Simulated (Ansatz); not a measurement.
Cu Kα1 powder pattern (kinematic, no thermal factors).
```
2θ (°)  relative intensity
 17.49                   2
 21.12                  80
 24.84                   6
 27.55                   1
 32.82                  69
 35.41                 100
 41.60                  54
 43.00                  28
 50.29                   3
 50.95                  34
 55.75                  23
 56.88                  47
 57.49                   2
 61.94                  20
 66.70                   3
 68.82                  26
 72.36                   6
 74.40                   1
 74.93                  10
 77.84                   8
 78.88                   8
 84.24                   4
 85.70                  14
 88.53                   6
 89.55                  11
```

The pattern is computed from a structure relaxed with DFT PBE, scalar-relativistic, plane waves, PAW in Ansatz. No spin polarisation. Its elements are N, Si, Zn.

Question: Give the structure.

Answer: Zn2Si3N.
Space group P4/mmm (No. 123). a = 5.065 Å, b = 5.065 Å, c = 4.204 Å, α = 90.00°, β = 90.00°, γ = 90.00°
```
atom  site  symmetry       x       y       z
  Zn    2f      mmm. 0.5000  0.0000  0.0000
  Si    1d     4/mmm  0.5000  0.5000  0.5000
  Si    1c     4/mmm  0.5000  0.5000  0.0000
  Si    1a     4/mmm  0.0000  0.0000  0.0000
   N    1b     4/mmm  0.0000  0.0000  0.5000
```

A pattern alone doesn't exclude other cells with like lines; this is the one computed.

Another cell of Zn2Si3N relaxed alike, in P-3m1, lies 0.67 eV/atom lower, so this cell isn't the stable form at this level.

The cell was found from a structure generator's guess, not taken from experiment.
